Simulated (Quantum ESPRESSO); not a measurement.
SnAgMo5Al, a guest atom moved from site to site

Simulated, not a measurement. The program is pw.x of Quantum ESPRESSO 7.5 (plane-wave density functional theory). The cell is made up: eight metal atoms on a hexagonal close-packed lattice, with elements, volume, strain and displacements drawn at random and not relaxed, so it may be unstable or far from any real phase. PseudoDojo standard norm-conserving files set the functional (PBE unless stated); there is no spin polarisation or spin-orbit coupling, the Fermi-Dirac width of 0.25 eV means electrons at about 2900 K, and the masses in the input are unused placeholders. The tin pseudopotential is less sure than most, with forces differing by about three percent from a second method on plain tin. A spin test at this wide smearing found no moment, but such smearing suppresses magnetism that the real alloy may have.

The runs move one Ag atom among sites that otherwise hold Mo. Cell, positions, cutoff, mesh and smearing stay as in the input of run 1; sites are counted in its order. Stress in the tables is positive in tension.

Input of run 1:

```
&control calculation='scf', pseudo_dir='./dojo.nc.sr.pbe.v0_5.standard.upf', outdir='./o', disk_io='medium', tprnfor=.true., tstress=.true. /
&system ibrav=0, nat=8, ntyp=4, nbnd=67, ecutwfc=82.02448710, nosym=.true., tot_charge=0,
 occupations='smearing', smearing='fd', degauss=0.0183746611
/
&electrons conv_thr=1.470e-08, electron_maxstep=70, mixing_beta=0.5 /
ATOMIC_SPECIES
Ag 1.0 Ag.upf
Al 1.0 Al.upf
Mo 1.0 Mo.upf
Sn 1.0 Sn.upf
CELL_PARAMETERS angstrom
0.0 0.0 4.7892
5.8096 0.0 0.0
-2.9048 5.0313 0.0
ATOMIC_POSITIONS angstrom
Sn 0.1444 0.0032 0.0764
Ag -1.6243 2.4149 0.1699
Mo 2.7776 -0.0636 0.1207
Mo 1.4603 2.4656 -0.08
Mo -0.055 1.7214 2.2665
Mo -1.4299 4.3138 2.3162
Al 2.872 1.7646 2.7773
Mo 1.4128 4.231 2.4217
K_POINTS automatic
5 5 5 1 1 1
```

| run | elements on sites 1 to 8 | free energy less that of run 1 (eV) | -TS (eV) | pressure (GPa) | stress xx (GPa) | stress yy (GPa) | stress zz (GPa) | stress yz (GPa) | stress xz (GPa) | stress xy (GPa) | iterations |
| --- | --- | --- | --- | --- | --- | --- | --- | --- | --- | --- | --- |
| 1 | Sn Ag Mo Mo Mo Mo Al Mo | 0.000 | -1.525 | -4.33 | 0.84 | 8.38 | 3.78 | -1.52 | -1.55 | 1.41 | 15 |
| 2 | Sn Mo Ag Mo Mo Mo Al Mo | 0.132 | -1.564 | -4.73 | 4.86 | 8.20 | 1.12 | -0.66 | 1.11 | -0.14 | 17 |
| 3 | Sn Mo Mo Ag Mo Mo Al Mo | -0.028 | -1.546 | -4.71 | 2.71 | 8.19 | 3.23 | 0.15 | -1.22 | 0.10 | 15 |
| 4 | Sn Mo Mo Mo Ag Mo Al Mo | 0.098 | -1.570 | -4.27 | 4.13 | 6.74 | 1.94 | 0.28 | -1.55 | 0.52 | 17 |
| 5 | Sn Mo Mo Mo Mo Ag Al Mo | 0.095 | -1.518 | -4.54 | 2.02 | 9.53 | 2.07 | -2.00 | 1.59 | 1.39 | 17 |
| 6 | Sn Mo Mo Mo Mo Mo Al Ag | -0.082 | -1.507 | -4.13 | 2.23 | 7.66 | 2.50 | -0.18 | -0.31 | -0.78 | 17 |

Forces Fx Fy Fz (eV/Å):

| site | run 1 | run 2 | run 3 | run 4 | run 5 | run 6 |
| --- | --- | --- | --- | --- | --- | --- |
| 1 | -2.77 -0.17 -1.63 | -2.33 -0.39 -1.57 | -2.88 0.08 -1.58 | -2.99 -0.23 -1.36 | -2.77 -0.32 -1.33 | -2.87 -0.17 -1.53 |
| 2 | 0.83 0.14 -0.64 | 0.59 0.59 0.25 | 2.01 -0.44 0.36 | 0.02 0.50 -0.19 | 0.91 -0.36 -0.11 | 0.84 0.13 -0.04 |
| 3 | 1.89 -0.18 0.02 | 1.71 -0.29 -1.05 | 2.68 -0.34 0.19 | 2.34 -0.08 -0.17 | 2.97 0.01 -0.79 | 1.80 -0.03 0.10 |
| 4 | -1.79 0.85 1.33 | -0.42 1.82 1.46 | -1.20 1.02 0.83 | -0.25 1.52 1.35 | -0.79 1.18 1.79 | -0.89 0.62 1.66 |
| 5 | 0.80 0.87 1.52 | 0.02 0.62 1.32 | -0.43 0.86 0.94 | 0.07 0.67 1.42 | -0.50 0.99 1.10 | 0.30 0.79 0.87 |
| 6 | 0.88 -0.76 1.63 | 0.27 -1.40 1.96 | 0.30 -1.05 1.45 | 0.75 -1.38 1.37 | 0.17 -0.91 1.94 | 0.38 -0.60 1.34 |
| 7 | 0.64 -0.48 -2.22 | 0.59 -0.45 -2.39 | 0.31 -0.39 -2.00 | 0.54 -0.42 -2.50 | 0.56 -0.64 -2.51 | 0.54 -0.49 -2.55 |
| 8 | -0.47 -0.27 -0.02 | -0.44 -0.50 0.02 | -0.79 0.25 -0.20 | -0.47 -0.59 0.08 | -0.56 0.05 -0.10 | -0.10 -0.25 0.14 |

The sites are displaced and not relaxed, so the energy differences hold strain from misfit and are not ordering energies. A rerun of one cell of this series at a higher cutoff and on a denser mesh moved values by no more than 0.004 eV in energy, 0.03 GPa in stress and 0.011 eV/Å in force, and a second program with other atomic files agreed on that cell to 2 % rms in force and 0.5 GPa in pressure.